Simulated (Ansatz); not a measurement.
Steps from a short run of molecular dynamics on a 1×2×2 supercell (24 atoms) of SiO2 (P4_2/mnm), relaxed with r2SCAN; forces from PBE in Ansatz, 4×2×2 mesh, Fermi-Dirac smearing of 0.112 eV, a Nosé-Hoover thermostat at fixed volume, set at 1300 K. Computed, non-magnetic; the trajectory is short and the cell small, so nothing here is a converged average.

Cell vectors in Å:
```
4.1852 0.0000 0.0000
0.0000 8.3704 0.0000
0.0000 0.0000 5.3377
```

Task: At 15 fs the positions in Å are
```
Si   0.007  -0.011   0.037
Si   2.015   2.134   1.287
O    1.220   1.311   0.053
O    0.862   3.484   1.319
O    2.906   2.955  -0.028
O    3.238   0.814   1.426
Si   0.126   0.067   2.727
Si   2.169   2.148   4.057
O    1.395   1.194   2.715
O    0.893   3.312   4.054
O    3.011   2.942   2.562
O    3.454   0.815   4.122
Si   0.051   4.196  -0.023
Si   2.171   6.159   1.260
O    1.253   5.430  -0.097
O    0.692   7.558   1.369
O    2.842   7.057  -0.052
O    3.322   4.952   1.333
Si  -0.030   4.210   2.708
Si   2.038   6.242   3.902
O    1.181   5.388   2.620
O    0.858   7.516   4.108
O    2.636   7.212   2.644
O    3.408   4.963   3.984
```
What are the forces, and how far does the free energy (smearing included) lie above that of step 0, with the atoms on their sites?

Result: 124.6 meV an atom; forces in eV/Å:
```
Si  -1.126  -0.424   1.854
Si   1.886  -0.599   2.098
O    0.986   0.160  -0.537
O    0.155  -1.760   0.358
O    0.829  -0.053   0.969
O    2.578  -0.202  -1.522
Si  -2.223  -0.502  -0.371
Si  -0.332  -1.901  -2.286
O   -0.614   2.514   0.401
O   -1.536   1.169  -1.486
O   -1.903  -1.438   2.307
O   -1.215   0.931  -2.081
Si  -0.351  -0.658   0.549
Si  -1.874   2.606   0.555
O    0.500   0.172   1.260
O    0.526  -0.915  -0.275
O    0.835  -0.303   0.516
O    0.717   0.514  -0.555
Si   0.979  -1.876  -1.801
Si   0.168   1.097   1.255
O    2.023   1.672   0.320
O   -2.309   1.141  -1.562
O    2.739  -2.381  -0.319
O   -1.438   1.035   0.353
```

Task: At 27 fs the positions in Å are
```
Si  -0.043  -0.035   0.146
Si   2.045   2.137   1.345
O    1.254   1.345   0.050
O    0.911   3.428   1.337
O    2.968   2.981   0.022
O    3.339   0.802   1.378
Si   0.119   0.098   2.753
Si   2.212   2.112   4.004
O    1.420   1.314   2.768
O    0.839   3.355   3.974
O    2.947   2.863   2.664
O    3.421   0.890   4.050
Si   0.073   4.174  -0.017
Si   2.144   6.184   1.232
O    1.269   5.419  -0.072
O    0.655   7.476   1.377
O    2.858   7.016  -0.053
O    3.334   4.966   1.287
Si  -0.006   4.144   2.657
Si   2.005   6.265   3.884
O    1.256   5.451   2.603
O    0.717   7.564   4.060
O    2.659   7.129   2.604
O    3.321   5.021   3.994
```
What are the forces, and how far does the free energy (smearing included) lie above that of step 0, with the atoms on their sites?

Result: 86.6 meV an atom; forces in eV/Å:
```
Si  -0.627   0.330  -3.014
Si   1.807  -0.491  -0.552
O    0.685  -0.584  -0.047
O   -1.206  -0.235   0.246
O   -0.938  -1.630  -0.234
O    0.412   0.867   0.493
Si  -1.686  -0.731  -0.691
Si  -0.655   0.604   2.496
O   -3.017  -1.845  -2.104
O    0.020   0.241   0.196
O    1.136   1.575  -0.565
O    0.319  -1.028   0.461
Si  -1.422   0.704  -0.884
Si  -1.212   0.918   1.646
O   -0.337   0.427   0.330
O    1.287   0.417   0.413
O    0.047   1.665  -0.008
O    1.488  -0.714   0.801
Si  -0.295   1.686   0.609
Si   0.808   0.176   1.398
O   -1.440  -1.492  -0.114
O    0.683  -0.431  -0.008
O    2.712   0.798   0.255
O    1.431  -1.225  -1.124
```

Task: At 39 fs the positions in Å are
```
Si  -0.111  -0.054   0.128
Si   2.151   2.118   1.388
O    1.345   1.330   0.036
O    0.876   3.340   1.365
O    2.974   2.896   0.058
O    3.475   0.861   1.367
Si   0.030   0.092   2.740
Si   2.211   2.088   4.041
O    1.247   1.332   2.691
O    0.786   3.415   3.918
O    2.943   2.883   2.732
O    3.398   0.891   4.002
Si   0.035   4.177  -0.045
Si   2.057   6.261   1.278
O    1.270   5.444  -0.021
O    0.716   7.433   1.398
O    2.873   7.088  -0.045
O    3.445   4.940   1.292
Si   0.009   4.145   2.621
Si   2.009   6.296   3.924
O    1.258   5.433   2.592
O    0.629   7.576   4.012
O    2.888   7.081   2.590
O    3.324   5.001   3.933
```
What are the forces, and how far does the free energy (smearing included) lie above that of step 0, with the atoms on their sites?

Result: 77.6 meV an atom; forces in eV/Å:
```
Si   2.107   0.056  -2.756
Si  -1.333  -0.008  -0.868
O   -0.367  -1.211  -0.132
O   -0.239   0.420  -1.124
O    0.057   0.468  -0.862
O   -1.807   0.430   0.726
Si  -0.229  -1.141  -1.289
Si  -2.571   0.472   0.825
O    1.577  -0.682   0.288
O    1.614  -1.114   2.313
O    0.011   0.268  -1.398
O   -0.151  -1.053   1.244
Si  -0.413  -0.058  -0.192
Si   0.532  -0.419   1.064
O    0.325   0.496  -0.926
O    0.397   1.926  -1.128
O   -1.294   0.075   0.469
O   -1.742   1.077  -0.159
Si  -0.237   1.252   0.327
Si   0.897  -0.773  -0.288
O    0.537   0.555   0.887
O    3.083  -1.588   1.135
O   -1.159   0.561   1.063
O    0.404  -0.008   0.783
```

Task: At 42 fs the positions in Å are
```
Si  -0.116  -0.061   0.097
Si   2.174   2.113   1.391
O    1.368   1.312   0.031
O    0.860   3.321   1.360
O    2.971   2.871   0.057
O    3.488   0.889   1.381
Si   0.002   0.084   2.726
Si   2.193   2.085   4.064
O    1.204   1.318   2.664
O    0.791   3.419   3.931
O    2.952   2.902   2.727
O    3.393   0.875   4.006
Si   0.019   4.179  -0.056
Si   2.037   6.278   1.300
O    1.272   5.457  -0.017
O    0.741   7.444   1.392
O    2.863   7.115  -0.039
O    3.460   4.943   1.296
Si   0.009   4.158   2.615
Si   2.018   6.299   3.934
O    1.256   5.427   2.599
O    0.644   7.558   4.016
O    2.945   7.080   2.600
O    3.336   4.990   3.921
```
What are the forces, and how far does the free energy (smearing included) lie above that of step 0, with the atoms on their sites?

Result: 78.0 meV an atom; forces in eV/Å:
```
Si   2.242   0.706  -1.643
Si  -2.045  -0.033  -0.479
O   -0.848  -1.296   0.037
O    0.061   0.644  -1.153
O    0.420   1.225  -0.912
O   -1.756  -0.532  -0.373
Si   0.477  -1.292  -0.737
Si  -2.290   0.486  -0.493
O    2.786  -0.033   0.989
O    1.578  -1.164   1.895
O   -0.734  -0.536  -0.734
O   -0.300  -0.748   1.063
Si   0.013  -0.261   0.276
Si   0.934  -0.487   0.420
O    0.389   0.264  -0.862
O   -0.062   2.017  -1.105
O   -1.246  -0.469   0.556
O   -2.157   1.345  -0.545
Si   0.118   0.348   0.361
Si   0.802  -0.728  -0.102
O    1.073   1.066   0.910
O    2.760  -1.089   0.588
O   -2.179   0.080   0.835
O   -0.038   0.486   1.206
```
